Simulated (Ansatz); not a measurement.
**TiO2 at a changed volume — quadrupolar parameters**

The cell is a COD entry, relaxed with PBE at fixed cell and then changed (volume scaled by 1.06, ions relaxed).

Space group Pbca (No. 61); a = 5.2459, b = 9.3651, c = 5.5538 Å.

| site | Wyckoff | site symmetry | x | y | z |
| --- | --- | --- | --- | --- | --- |
| Ti | 8c | 1 | 0.1343 | 0.1293 | 0.9127 |
| O9 | 8c | 1 | 0.4622 | 0.2291 | 0.8944 |
| O17 | 8c | 1 | 0.8208 | 0.0108 | 0.8524 |

One atom of each set is listed.

Level of theory: DFT, PBE, plane waves and PAW, scalar-relativistic, 420 eV cutoff, Γ-centred 5×3×5 k-points, Fermi–Dirac smearing 0.02 eV (Ansatz 0.2.0).

Conventions: |V_zz| ≥ |V_yy| ≥ |V_xx|, η = (V_xx − V_yy)/V_zz, C_Q = eQV_zz/h.

49Ti: I = 7/2, Q = 247.0 mb; ¹⁷O: I = 5/2, Q = -25.58 mb. Q values from Pyykkö, Mol. Phys. 116, 1328 (2018).

Task: What field gradients does the calculation give at each kind of site?

Result: 

```csv
site,atoms,first shell,V_zz (10²¹ V/m²),η,C_Q (MHz)
Ti,8,6 O at 1.87–2.14 Å,-2.44,0.97,-14.6
O9,8,3 Ti at 1.93–2.14 Å,-2.67,0.73,1.65
O17,8,3 Ti at 1.87–2.09 Å,2.15,0.90,-1.33
```

At this changed cell the PBE pressure is -6 GPa. Where η is near 1 the sign of V_zz means little.
